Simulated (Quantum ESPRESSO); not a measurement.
## Nb2ZrF2O6 (finding a planted mistake in a log)

A calculation, not a measurement. The program is pw.x of Quantum ESPRESSO 7.5 (plane-wave density functional theory). The cell is made up: 11 atoms on a rutile lattice with one site empty, with randomly drawn elements, strain and displacements, not relaxed. PseudoDojo standard norm-conserving files (v0.5 for PBE, v0.4.1 for LDA and PBEsol) set the functional; there is no spin polarisation, spin-orbit coupling or dispersion term, and the masses in the input are unused placeholders.

Intended input:

```
&control calculation='scf', pseudo_dir='./dojo.nc.sr.pbe.v0_5.standard.upf', outdir='./o', disk_io='medium', tprnfor=.true., tstress=.true. /
&system ibrav=0, nat=11, ntyp=4, nbnd=50, ecutwfc=84.00895049, nosym=.true., tot_charge=0,
 occupations='smearing', smearing='fd', degauss=0.0018374661
/
&electrons conv_thr=7.350e-09, electron_maxstep=60, /
ATOMIC_SPECIES
F 1.0 F.upf
Nb 1.0 Nb.upf
O 1.0 O.upf
Zr 1.0 Zr.upf
CELL_PARAMETERS angstrom
5.03 0.0 0.0
0.0 5.03 0.0
0.0 0.0 6.7135
ATOMIC_POSITIONS angstrom
Nb -0.0805 0.1794 0.2883
Zr 0.1336 -0.0465 3.3069
Nb 2.438 2.519 4.9901
F 1.5262 1.4217 0.1142
O 3.633 3.4612 0.0403
O 4.137 0.9546 1.7762
O 1.0546 3.9938 1.7477
O 1.6301 1.7938 3.3435
O 3.4069 3.5136 3.2725
F 4.0801 1.0304 5.1193
O 0.9577 3.9709 5.002
K_POINTS automatic
4 4 3 1 1 1
```

The log is shortened where brackets say so; the opening notice, blank lines, dates and the lines on written files are dropped, and the path of the files is cut. It prints rydbergs, bohrs and kilobars, and counts compression as positive stress. Where no state is partly filled, the Fermi energy that it prints is only some level between the filled and the empty states on the mesh, and need not lie in the true gap.

Log of the intended run:

```
     Program PWSCF v.7.5
     Parallel version (MPI & OpenMP), running on       1 processor cores
     Number of MPI processes:                 1
     Threads/MPI process:                     1
     [start-up lines left out]
     bravais-lattice index     =            0
     lattice parameter (alat)  =       9.5053  a.u.
     unit-cell volume          =    1146.2558 (a.u.)^3
     number of atoms/cell      =           11
     number of atomic types    =            4
     number of electrons       =        88.00
     number of Kohn-Sham states=           50
     kinetic-energy cutoff     =      84.0090  Ry
     charge density cutoff     =     336.0358  Ry
     scf convergence threshold =      7.3E-09
     mixing beta               =       0.7000
     number of iterations used =            8  plain     mixing
     Exchange-correlation= PBE
                           (   1   4   3   4   0   0   0)
     [axes and pseudopotential details left out]
   Cartesian axes
     site n.     atom                  positions (alat units)
         1        Nb     tau(   1) = (  -0.0160040   0.0356660   0.0573161  )
         2        Zr     tau(   2) = (   0.0265606  -0.0092445   0.6574354  )
         3        Nb     tau(   3) = (   0.4846918   0.5007952   0.9920676  )
         4        F      tau(   4) = (   0.3034195   0.2826441   0.0227038  )
         5        O      tau(   5) = (   0.7222664   0.6881113   0.0080119  )
         6        O      tau(   6) = (   0.8224652   0.1897813   0.3531213  )
         7        O      tau(   7) = (   0.2096620   0.7939960   0.3474553  )
         8        O      tau(   8) = (   0.3240755   0.3566203   0.6647117  )
         9        O      tau(   9) = (   0.6773161   0.6985288   0.6505964  )
        10        F      tau(  10) = (   0.8111531   0.2048509   1.0177535  )
        11        O      tau(  11) = (   0.1903976   0.7894433   0.9944334  )
     number of k points=    24  Fermi-Dirac smearing, width (Ry)=  0.0018
                       cart. coord. in units 2pi/alat
        k(    1) = (   0.1250000   0.1250000   0.1248728), wk =   0.0833333
        k(    2) = (   0.1250000   0.1250000  -0.3746183), wk =   0.0833333
     [further k points left out]
     Dense  grid:   119283 G-vectors     FFT dimensions: (  60,  60,  75)
     Estimated max dynamical RAM per process >     178.32 MB
     Initial potential from superposition of free atoms
     starting charge      87.9930, renormalised to      88.0000
     Starting wfcs are   62 randomized atomic wfcs
     total cpu time spent up to now is        7.6 secs
     per-process dynamical memory:    97.9 Mb
     Self-consistent Calculation
     iteration #  1     ecut=    84.01 Ry     beta= 0.70
     Davidson diagonalization with overlap
     ethr =  1.00E-02,  avg # of iterations =  2.0
     total cpu time spent up to now is       24.5 secs
     total energy              =    -643.39771642 Ry
     estimated scf accuracy    <       7.86450649 Ry
     iteration #  2     ecut=    84.01 Ry     beta= 0.70
     Davidson diagonalization with overlap
     ethr =  8.94E-03,  avg # of iterations =  6.0
     total cpu time spent up to now is       63.4 secs
     total energy              =    -636.97571111 Ry
     estimated scf accuracy    <      98.22293208 Ry
     [iterations 3 to 19 left out]
     iteration # 20     ecut=    84.01 Ry     beta= 0.70
     Davidson diagonalization with overlap
     ethr =  1.86E-11,  avg # of iterations =  4.3
     total cpu time spent up to now is      432.0 secs
     total energy              =    -648.00238872 Ry
     estimated scf accuracy    <          9.7E-09 Ry
     iteration # 21     ecut=    84.01 Ry     beta= 0.70
     Davidson diagonalization with overlap
     ethr =  1.11E-11,  avg # of iterations =  2.6
     total cpu time spent up to now is      446.0 secs
     End of self-consistent calculation
     [lines on levels left out]
     the Fermi energy is     6.3431 ev
!    total energy              =    -648.00238872 Ry
     estimated scf accuracy    <          3.8E-09 Ry
     smearing contrib. (-TS)   =      -0.00000000 Ry
     internal energy E=F+TS    =    -648.00238872 Ry
     The total energy is F=E-TS. E is the sum of the following terms:
     one-electron contribution =    -256.65432660 Ry
     hartree contribution      =     165.69562017 Ry
     xc contribution           =    -142.94651866 Ry
     ewald contribution        =    -414.09716364 Ry
     convergence has been achieved in  21 iterations
     Forces acting on atoms (cartesian axes, Ry/au):
     atom    1 type  2   force =    -0.04922000   -0.20647093    0.13195277
     atom    2 type  4   force =     0.02012177   -0.09656818   -0.04283350
     atom    3 type  2   force =    -0.02340660    0.16936462   -0.20720931
     atom    4 type  1   force =    -0.00951861   -0.00314365   -0.05500564
     atom    5 type  3   force =     0.04147588    0.09550195   -0.08735741
     atom    6 type  3   force =     0.05371134   -0.04397180   -0.08239018
     atom    7 type  3   force =    -0.11614008    0.14589282   -0.04418333
     atom    8 type  3   force =    -0.00608913   -0.05878860    0.17238365
     atom    9 type  3   force =     0.04035383    0.01498881    0.16856065
     atom   10 type  1   force =    -0.00089974   -0.00035086    0.01713801
     atom   11 type  3   force =     0.04961133   -0.01645420    0.02894429
     Total force =     0.532416     Total SCF correction =     0.000126
     Computing stress (Cartesian axis) and pressure
          total   stress  (Ry/bohr**3)                   (kbar)     P=     -213.84
  -0.00117175  -0.00027750  -0.00016884         -172.37      -40.82      -24.84
  -0.00027750  -0.00145695  -0.00005358          -40.82     -214.32       -7.88
  -0.00016884  -0.00005358  -0.00173223          -24.84       -7.88     -254.82
     init_run     :      7.13s CPU      7.55s WALL (       1 calls)
     electrons    :    422.56s CPU    438.38s WALL (       1 calls)
     forces       :      2.91s CPU      2.93s WALL (       1 calls)
     stress       :     10.19s CPU     10.23s WALL (       1 calls)
     [timing details left out]
     PWSCF        :   7m22.91s CPU   7m39.35s WALL
     JOB DONE.
```

A second run was made from an input with one planted mistake. Its log:

```
     Program PWSCF v.7.5
     Parallel version (MPI & OpenMP), running on       4 processor cores
     Number of MPI processes:                 4
     Threads/MPI process:                     1
     [start-up lines left out]
     bravais-lattice index     =            0
     lattice parameter (alat)  =       9.5053  a.u.
     unit-cell volume          =    1146.2558 (a.u.)^3
     number of atoms/cell      =           11
     number of atomic types    =            4
     number of electrons       =        88.00
     number of Kohn-Sham states=           50
     kinetic-energy cutoff     =      84.0090  Ry
     charge density cutoff     =     336.0358  Ry
     scf convergence threshold =      7.3E-09
     mixing beta               =       0.7000
     number of iterations used =            8  plain     mixing
     Exchange-correlation= PBE
                           (   1   4   3   4   0   0   0)
     [axes and pseudopotential details left out]
   Cartesian axes
     site n.     atom                  positions (alat units)
         1        Nb     tau(   1) = (  -0.0160040   0.0356660   0.0573161  )
         2        Zr     tau(   2) = (   0.0265606  -0.0092445   0.6574354  )
         3        Nb     tau(   3) = (   0.4846918   0.5007952   0.9920676  )
         4        F      tau(   4) = (   0.3034195   0.2826441   0.0227038  )
         5        O      tau(   5) = (   0.7222664   0.6881113   0.0080119  )
         6        F      tau(   6) = (   0.8224652   0.1897813   0.3531213  )
         7        O      tau(   7) = (   0.2096620   0.7939960   0.3474553  )
         8        O      tau(   8) = (   0.3240755   0.3566203   0.6647117  )
         9        O      tau(   9) = (   0.6773161   0.6985288   0.6505964  )
        10        O      tau(  10) = (   0.8111531   0.2048509   1.0177535  )
        11        O      tau(  11) = (   0.1903976   0.7894433   0.9944334  )
     number of k points=    24  Fermi-Dirac smearing, width (Ry)=  0.0018
                       cart. coord. in units 2pi/alat
        k(    1) = (   0.1250000   0.1250000   0.1248728), wk =   0.0833333
        k(    2) = (   0.1250000   0.1250000  -0.3746183), wk =   0.0833333
     [further k points left out]
     Dense  grid:   119283 G-vectors     FFT dimensions: (  60,  60,  75)
     Estimated max dynamical RAM per process >     246.54 MB
     Estimated total dynamical RAM >     898.81 MB
     Initial potential from superposition of free atoms
     starting charge      87.9930, renormalised to      88.0000
     Starting wfcs are   62 randomized atomic wfcs
     total cpu time spent up to now is        5.7 secs
     per-process dynamical memory:   166.6 Mb
     Self-consistent Calculation
     iteration #  1     ecut=    84.01 Ry     beta= 0.70
     Davidson diagonalization with overlap
     ethr =  1.00E-02,  avg # of iterations =  2.0
     total cpu time spent up to now is       13.6 secs
     total energy              =    -643.59729223 Ry
     estimated scf accuracy    <       7.60041565 Ry
     iteration #  2     ecut=    84.01 Ry     beta= 0.70
     Davidson diagonalization with overlap
     ethr =  8.64E-03,  avg # of iterations =  6.8
     total cpu time spent up to now is       29.9 secs
     total energy              =    -637.50672883 Ry
     estimated scf accuracy    <      89.70041713 Ry
     [iterations 3 to 21 left out]
     iteration # 22     ecut=    84.01 Ry     beta= 0.70
     Davidson diagonalization with overlap
     ethr =  8.68E-12,  avg # of iterations =  4.7
     total cpu time spent up to now is      204.4 secs
     total energy              =    -647.94352264 Ry
     estimated scf accuracy    <       0.00000001 Ry
     iteration # 23     ecut=    84.01 Ry     beta= 0.70
     Davidson diagonalization with overlap
     ethr =  8.68E-12,  avg # of iterations =  2.0
     total cpu time spent up to now is      211.9 secs
     End of self-consistent calculation
     [lines on levels left out]
     the Fermi energy is     6.2490 ev
!    total energy              =    -647.94352265 Ry
     estimated scf accuracy    <          4.9E-10 Ry
     smearing contrib. (-TS)   =      -0.00000000 Ry
     internal energy E=F+TS    =    -647.94352264 Ry
     The total energy is F=E-TS. E is the sum of the following terms:
     one-electron contribution =    -255.32368327 Ry
     hartree contribution      =     164.80117167 Ry
     xc contribution           =    -142.87951380 Ry
     ewald contribution        =    -414.54149725 Ry
     convergence has been achieved in  23 iterations
     Forces acting on atoms (cartesian axes, Ry/au):
     atom    1 type  2   force =    -0.02945016   -0.25211198   -0.16941479
     atom    2 type  4   force =     0.02232182   -0.10743506    0.12365012
     atom    3 type  2   force =     0.04725800    0.07556720   -0.21761179
     atom    4 type  1   force =    -0.01688368   -0.00842735   -0.03424631
     atom    5 type  3   force =     0.06281805    0.12319104   -0.04793741
     atom    6 type  1   force =    -0.03927258    0.04664337    0.01498841
     atom    7 type  3   force =    -0.12124643    0.15173753   -0.06039955
     atom    8 type  3   force =    -0.01595889   -0.05888097    0.15290428
     atom    9 type  3   force =     0.05005929    0.03145352    0.14665459
     atom   10 type  3   force =     0.00461982   -0.00508100    0.06460071
     atom   11 type  3   force =     0.03573475    0.00334371    0.02681175
     Total force =     0.549867     Total SCF correction =     0.000049
     Computing stress (Cartesian axis) and pressure
          total   stress  (Ry/bohr**3)                   (kbar)     P=     -219.11
  -0.00136113  -0.00025575  -0.00034662         -200.23      -37.62      -50.99
  -0.00025575  -0.00158890   0.00011746          -37.62     -233.74       17.28
  -0.00034662   0.00011746  -0.00151843          -50.99       17.28     -223.37
     init_run     :      4.71s CPU      4.96s WALL (       1 calls)
     electrons    :    205.72s CPU    206.22s WALL (       1 calls)
     forces       :      1.82s CPU      1.82s WALL (       1 calls)
     stress       :      5.52s CPU      5.52s WALL (       1 calls)
     [timing details left out]
     PWSCF        :   3m38.59s CPU   3m39.39s WALL
     JOB DONE.
```

Question: what was wrong in the second input?

Answer: two atoms have their elements exchanged. The input lines that differ, file-writing options aside:

```
- O 4.137 0.9546 1.7762
+ F 4.137 0.9546 1.7762
- F 4.0801 1.0304 5.1193
+ O 4.0801 1.0304 5.1193
```

|  | intended run | run with the mistake |
| --- | --- | --- |
| free energy (eV) | -8816.522 | -8815.721 |
| smearing term -TS (eV) | 0.0000 | 0.0000 |
| pressure (GPa) | -21.38 | -21.91 |
| largest force component (eV/Å) | 5.328 | 6.482 |
| largest change of a force component (eV/Å) |  | 7.748 |
| iterations | 21 | 23 |

For scale, a rerun of the intended cell at a cutoff of 1467 eV and k mesh 6 x 6 x 5 moved values by no more than 0.004 eV in energy, 0.04 GPa in stress and 0.002 eV/Å in force.